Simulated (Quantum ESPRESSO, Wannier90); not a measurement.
SrTiO₃ (cubic perovskite), plane waves to Wannier functions

```
SrTiO3
1.0
    3.91270     0.00000     0.00000
    0.00000     3.91270     0.00000
    0.00000     0.00000     3.91270
Sr Ti O
1 1 3
Direct
  0.00000   0.00000   0.00000
  0.50000   0.50000   0.50000
  0.50000   0.00000   0.50000
  0.00000   0.50000   0.50000
  0.50000   0.50000   0.00000
```

Structure: Materials Project mp-5229, symmetrised, not relaxed again. COD (Crystallography Open Database) records the formula in this space group. Ideal cubic forms of this type are often high-temperature phases that distort on cooling; symmetry holds the cell here, and its stability was not tested. Level: PBEsol, no spin polarisation, no spin-orbit coupling; pw.x of Quantum ESPRESSO at 68 Ry with PseudoDojo potentials, 6×6×6 k-points, Wannier90. Density: 8×8×8 mesh, cold smearing 0.01 Ry.

Functional, cutoff and mesh named above are those of the base row (PBEsol); the first column says what each row takes instead. Model: 12 functions from bands 6-8,12-20, start SCDM (isolated) (the valence bands). Energies are relative to the valence-band maximum; the misfit is to pw.x on a path, for all bands of the set. The functional changes, each with its own PseudoDojo files and their cutoffs, on the same cell. Ω_total can sit in another minimum from row to row; Ω_I of an isolated set cannot.

| functional | Ω_I (Å²) | Ω_total (Å²) | rms misfit (meV) | gap (eV) | bottom of band 6 (eV) |
|---|---|---|---|---|---|
| LDA | 13.88 | 15.19 | 1.7 | 1.80 | -17.33 |
| PBE | 13.04 | 14.33 | 1.5 | 1.90 | -17.56 |
| PBEsol | 13.24 | 14.53 | 1.5 | 1.84 | -17.51 |
